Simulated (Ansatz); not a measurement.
# AlN: the gap against volume

AlN, P6_3mc, a = 3.107 Å, c = 4.978 Å. Ansatz: r2SCAN, PAW, 500 eV, Γ-centred 12×12×6 mesh on 4 atoms, Gaussian smearing 0.02 eV; no spin polarisation. Shape and atoms are relaxed at each volume; x = ln(V/V0) with V0 = 10.403 Å³/atom. The gap is read at the mesh points alone.

```tsv
x	gap y (eV)
-0.0619	5.426
-0.0305	5.150
0.0000	4.880
0.0296	4.618
0.0583	?
```

Fit a straight line to the other rows, give the volume deformation potential of the gap and its pressure coefficient, and predict the missing gap. B0 = 210.0 GPa.

Means x = -0.01570, y = 5.0185; Σ(Δx)² = 0.004652, ΣΔxΔy = -0.04109; the slope is their ratio. y = 4.8798 − 8.8326 x. The slope is the deformation potential a = dE_g/d ln V = -8.83 eV, and dE_g/dP = −a/B0 = 42.1 meV/GPa. At x = 0.0583 the fit asked for gives 4.365 eV. The run gave 4.370 eV, so the fit is 0.005 eV too low, a small miss on the scale of the series. The form still works here, 31 % of the fitted range beyond its end.

Semilocal functionals give gaps under the measured ones; changes of the gap mostly carry over better.